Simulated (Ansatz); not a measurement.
Values for one crystal, relaxed and computed with LDA (plane waves, PAW; program Ansatz); other levels are named.

- Volume per atom = 31.69 Å³
- Band gap = 5.03 eV (direct)
- Bulk modulus (Birch–Murnaghan fit) = 23.8 GPa
- Elastic constants (relaxed ions, GPa) = C11 = 59.0, C12 = 6.3, C44 = 2.3
- Mechanical stability = stable (all eigenvalues of C positive)
- Electronic dielectric constant ε∞ (DFPT) = 2.82
- Hole effective mass, band 3 of 3 at the edge = 1.3 along [100], 1.3 along [110], 1.6 along [111] (mₑ)

Task: Which compound is it?
A. BaTiO3, cubic perovskite
B. SrTiO3, cubic perovskite
C. RbTcO4, I4_1/a (Rb on 4a, Tc on 4b, O on 16f)
D. Cs2KYCl6, Fm-3m (K on 4b, Cs on 8c, Y on 4a, Cl on 24e)

Result: D, Cs2KYCl6, Fm-3m (K on 4b, Cs on 8c, Y on 4a, Cl on 24e)

The workflow started from a Materials Project entry (that database holds measured and hypothetical structures alike); the Crystallography Open Database copy checked does not list it. Its standing as an ambient phase is unchecked. The LDA relaxation kept the symmetry of its start. At this level the phase is dynamically unstable (imaginary phonons). The run is not spin-polarised. Scalar-relativistic: spin–orbit coupling is off unless named, which matters more the heavier the elements.

Potentials: the later of the program's two PAW sets.
